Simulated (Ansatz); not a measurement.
# Moving the Hubbard U on Au d, Ta d in Ta3AsAu2O13

```cif
data_structure
_symmetry_space_group_name_H-M 'Cm'
_symmetry_Int_Tables_number 8
_cell_length_a 13.6014
_cell_length_b 3.8433
_cell_length_c 10.5149
_cell_angle_alpha 90.000
_cell_angle_beta 99.648
_cell_angle_gamma 90.000
_cell_volume 541.88
loop_
_atom_site_label
_atom_site_type_symbol
_atom_site_symmetry_multiplicity
_atom_site_Wyckoff_symbol
_atom_site_fract_x
_atom_site_fract_y
_atom_site_fract_z
_atom_site_occupancy
Ta1 Ta 2 a 0.20168 0.50000 0.36958 1
Ta2 Ta 2 a 0.14162 0.50000 0.99614 1
Ta3 Ta 2 a 0.35847 0.00000 0.00159 1
As1 As 2 a 0.29790 0.00000 0.63751 1
Au1 Au 2 a 0.39824 0.00000 0.36819 1
Au2 Au 2 a 0.10011 0.50000 0.63423 1
O1 O 2 a 0.15743 0.50000 0.19443 1
O2 O 2 a 0.08362 0.50000 0.44365 1
O3 O 2 a 0.21841 0.00000 0.40611 1
O4 O 2 a 0.34042 0.00000 0.79929 1
O5 O 2 a 0.40905 0.00000 0.56514 1
O6 O 2 a 0.28103 0.50000 0.58844 1
O7 O 2 a 0.38454 0.00000 0.17786 1
O8 O 2 a 0.35600 0.50000 0.35903 1
O9 O 2 a 0.11700 0.50000 0.82053 1
O10 O 2 a 0.15502 0.00000 0.64175 1
O11 O 2 a 0.49950 0.00000 0.99742 1
O12 O 2 a 0.18731 0.00000 0.00768 1
O13 O 2 a 0.31263 0.50000 0.99144 1
```

The cell comes from a database or a generator and needn't be the stable form of this composition.

Kept alike: task projected density of states; functional PBE; k mesh 7 × 7 × 3; occupations fermi-dirac, width 0.05 eV; no spin polarisation. Program: Ansatz, Ansatz PAW, cutoff 420 eV. The mesh is that of the run's cell of 19 atoms. No spin-orbit coupling.

| run | pressure (GPa) |
| --- | --- |
| A | 2.10 |
| B | 0.60 |
| C | 3.00 |
| D | 1.30 |

Pressure is positive in compression, with a Pulay correction for the finite cutoff. U acts here on a shell without spin polarisation. How U acts hangs on the program's projectors. U is the effective U - J on orthogonalised atomic projectors. Double counting: fully localised limit (the default).

Question: The runs differ in the Hubbard U on Au d, Ta d alone: 2; 4; 6; 8 eV. Which run is which?

Answer: Run A is 6 eV; run B is 2 eV; run C is 8 eV; run D is 4 eV. The pressure rises from 0.60 to 3.00 GPa between 2 and 8 eV. U localises the shell and weakens its bonds, so the cell pushes outwards.
